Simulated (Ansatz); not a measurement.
**Magnetic orders of Ti₄Fe**

Level of theory: Ansatz, DFT PBE, scalar-relativistic, plane waves, PAW.

```
Ti Fe
1.0
     0.00000    2.29496   10.51207
     1.64345    0.00000   10.51207
     1.64345    2.29496    0.00000
Ti Fe
4 1
Cartesian
  1.6434 2.2950 8.7666
  1.6434 2.2950 16.8915
  1.6434 2.2950 4.1326
  1.6434 2.2950 12.2575
  0.0000 0.0000 0.0000
```

```json
{
  "plane-wave cutoff": "420 eV",
  "Γ-centred k-mesh": "14×14×14",
  "occupation rule": "Gaussian smearing, 0.1 eV",
  "list of starting moments (μB, in atom order)": "0 0 0 0 5",
  "check for lower electronic states after the SCF": "off"
}
```

All runs keep this geometry, which isn't relaxed for the lowest state (largest force there 0.155 eV/Å, pressure -1.2 GPa) and needn't be a stable compound; relaxing each order can shift differences of a few meV. Site moments are spin moments in atom-centred spheres that scale with the neighbour distance. The states are those that the runs reached from these starts; a lower one can exist. No antiferromagnetic start is among these.

Starts tried: no spin; large parallel starting moments. Which state comes out lowest, and what are the moments?

All starts lose their moments; the cell is non-magnetic at this level.

| start | ends | energy above lowest (meV/atom) | site moments (μB) | gap on mesh (eV) | P (GPa) |
| --- | --- | --- | --- | --- | --- |
| no spin | non-magnetic | 0.00 | none over 0.05 | metal | -1.2 |
| large parallel starting moments | non-magnetic | 0.00 | none over 0.05 | metal | -1.2 |

Cost: 2 runs of about 10 core-minutes in all, on Arm Neoverse V2 (shared hosts).